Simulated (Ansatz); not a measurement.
**Ti3O4 (I4/mmm), an elastic constant from a strain scan**

Method: Ansatz 0.2.0, DFT PBEsol, scalar-relativistic, plane waves, PAW. The runs took a 420 eV cutoff, a Γ-centred 14×14×14 mesh and Gaussian smearing (0.15 eV). No spin polarisation. Energies are free energies at this smearing, counted from the undisturbed cell; pressure is positive in compression.

Zero of the scan (relaxed at this level; it needn't be the usual structure):

```
CELL_PARAMETERS angstrom
-2.05004 2.05004 4.04887
2.05004 -2.05004 4.04887
2.05004 2.05004 -4.04887
ATOMIC_POSITIONS crystal
Ti 0.25000 0.75000 0.50000
Ti 0.50000 0.50000 0.00000
Ti 0.75000 0.25000 0.50000
O 0.00000 0.50000 0.50000
O 0.24269 0.24269 0.00000
O 0.50000 0.00000 0.50000
O 0.75731 0.75731 0.00000
```

The cell is strained by ε times the Voigt pattern (1, 0, 0, 0, 0, 0) (xx, yy, zz, yz, xz, xy; engineering shear) with fractional coordinates fixed. The cell holds 7 atoms in V0 = 68.06 Å³. The stress column is τ = (1/V0) dE/dε, got from the stress tensor σ (compression positive) at each point as −det(1 + εP) σ : P(1 + εP)⁻¹, with P the pattern as a tensor.

```
      ε  ΔE (meV/atom)  τ (GPa)
-0.0200              ?        ?
-0.0100          1.774   -5.946
 0.0000          0.000    0.009
 0.0050          0.421    2.737
 0.0150          3.630    7.736
```

Task: Which combination of elastic constants does this scan measure, and how large is it?

Result: For small ε, τ = τ0 + Kε with K = pᵀCp, which for this pattern is C11 in the Cartesian frame shown. The parabola through τ at ε = -0.0100, 0 and 0.0050 has slope K = 562 GPa at zero. The energies per cell, E = NΔE, of the same two points give K = 2[E(ε₊)/ε₊ − E(ε₋)/ε₋]/[(ε₊ − ε₋)V0] = 575 GPa, in agreement. These are clamped-ion values.

Task: Predict the withheld row at ε = -0.0200 from the harmonic law, and compare.

Result: ΔE = V0(τ0 ε + Kε²/2)/N = 6.814 meV/atom and τ = -11.24 GPa. The calculation gives 7.372 meV/atom and -12.63 GPa: the energy lies 8 % above the harmonic value, as bonds stiffen under compression.

Forces appear on the atoms along this scan, and letting them relax would lower the energy and soften the response. No gap shows at this level, though a semilocal functional can close a small gap that the real compound has; without a gap these slopes depend on the k mesh and the smearing.

Cost: 5 runs of about 12 core-minutes in all, on Intel Xeon Processor @ 2.50GHz (Skylake/Cascade Lake) (shared hosts).